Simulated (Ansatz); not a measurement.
HCl on the (110) surface of TiO$_{2}$, space group P4_2/mnm (No. 136), its top face closed with OH (H on the anions), its bottom face bare (top face towards +c; held atoms: 1, 2, 3, 4, 5, 6, 7, 8, 9, 10, 11, 12, 13, 14), one molecule per 38.5 Å². Starting structure (random tilt, lowest atom H over a bridge O-H site; the molecule's atoms stand last):

```
CELL_PARAMETERS angstrom
5.90853 0.00000 0.00000
0.00000 6.51694 0.00000
0.00000 0.00000 25.48321
ATOMIC_POSITIONS crystal
O 0.00000 0.00000 0.31393
O 0.50000 0.00000 0.31393
Ti 0.00000 0.50000 0.36396
Ti 0.50000 0.50000 0.36396
Ti 0.25000 0.00000 0.36396
Ti 0.75000 0.00000 0.36396
O 0.25000 0.30438 0.36396
O 0.75000 0.30438 0.36396
O 0.25000 0.69562 0.36396
O 0.75000 0.69562 0.36396
O 0.00000 0.00000 0.41399
O 0.50000 0.00000 0.41399
O 0.00000 0.50000 0.44180
O 0.50000 0.50000 0.44180
Ti 0.00351 0.99864 0.48693
Ti 0.50351 0.99864 0.48693
Ti 0.25125 0.49817 0.49716
Ti 0.75125 0.49817 0.49716
O 0.24952 0.80922 0.49073
O 0.74952 0.80922 0.49073
O 0.25079 0.19300 0.49853
O 0.75079 0.19300 0.49853
O 0.00029 0.52126 0.54182
O 0.50029 0.52126 0.54182
O 0.00363 0.92282 0.57571
O 0.50363 0.92282 0.57571
H 0.85399 0.96009 0.58932
H 0.35399 0.96009 0.58932
H 0.99768 0.77030 0.57125
H 0.49768 0.77030 0.57125
Cl 0.47829 0.87215 0.67820
H 0.67881 0.94145 0.67055
```

All numbers below come from DFT PBE+D3(BJ), scalar-relativistic, plane waves, PAW (Ansatz). Settings: cutoff 420 eV, Γ-centred mesh 3×3×1 on the computed 32-atom cell, Gaussian smearing of 0.05 eV; no spin polarisation. A dipole correction removes the field between periodic images along c.

E_ads is per molecule, from the clean relaxed slab and the free relaxed molecule; negative means bound; no zero-point or thermal terms, forces under 0.04 eV/Å, and the free molecule is spin-polarised where open-shell. Heights count from the highest slab atom.

Q: What does it relax to?

A: E_ads = -0.18 eV; the molecule stays whole. Final structure after 42 steps:

```yaml
crystal:
  lattice:
    - [5.90853, 0.00000, 0.00000]
    - [0.00000, 6.51694, 0.00000]
    - [0.00000, 0.00000, 25.48321]
  atoms:
    - { symbol: O, position: [0.00000, 0.00000, 0.31393] }
    - { symbol: O, position: [0.50000, 0.00000, 0.31393] }
    - { symbol: Ti, position: [0.00000, 0.50000, 0.36396] }
    - { symbol: Ti, position: [0.50000, 0.50000, 0.36396] }
    - { symbol: Ti, position: [0.25000, 0.00000, 0.36396] }
    - { symbol: Ti, position: [0.75000, 0.00000, 0.36396] }
    - { symbol: O, position: [0.25000, 0.30438, 0.36396] }
    - { symbol: O, position: [0.75000, 0.30438, 0.36396] }
    - { symbol: O, position: [0.25000, 0.69562, 0.36396] }
    - { symbol: O, position: [0.75000, 0.69562, 0.36396] }
    - { symbol: O, position: [0.00000, 0.00000, 0.41399] }
    - { symbol: O, position: [0.50000, 0.00000, 0.41399] }
    - { symbol: O, position: [0.00000, 0.50000, 0.44180] }
    - { symbol: O, position: [0.50000, 0.50000, 0.44180] }
    - { symbol: Ti, position: [0.00362, 0.99911, 0.48698] }
    - { symbol: Ti, position: [0.50366, 0.99852, 0.48694] }
    - { symbol: Ti, position: [0.25099, 0.49860, 0.49692] }
    - { symbol: Ti, position: [0.75042, 0.49848, 0.49720] }
    - { symbol: O, position: [0.24969, 0.80912, 0.49077] }
    - { symbol: O, position: [0.74928, 0.80899, 0.49070] }
    - { symbol: O, position: [0.25070, 0.19307, 0.49846] }
    - { symbol: O, position: [0.75090, 0.19298, 0.49851] }
    - { symbol: O, position: [0.00028, 0.52083, 0.54182] }
    - { symbol: O, position: [0.49999, 0.52157, 0.54165] }
    - { symbol: O, position: [0.00331, 0.92117, 0.57533] }
    - { symbol: O, position: [0.50367, 0.92468, 0.57601] }
    - { symbol: H, position: [0.85434, 0.95979, 0.58903] }
    - { symbol: H, position: [0.35565, 0.96617, 0.58980] }
    - { symbol: H, position: [0.99632, 0.76870, 0.57082] }
    - { symbol: H, position: [0.49452, 0.77235, 0.57195] }
    - { symbol: Cl, position: [0.17435, 0.34611, 0.64884] }
    - { symbol: H, position: [0.25714, 0.29023, 0.69347] }
```

Each end is the local minimum that its start leads to.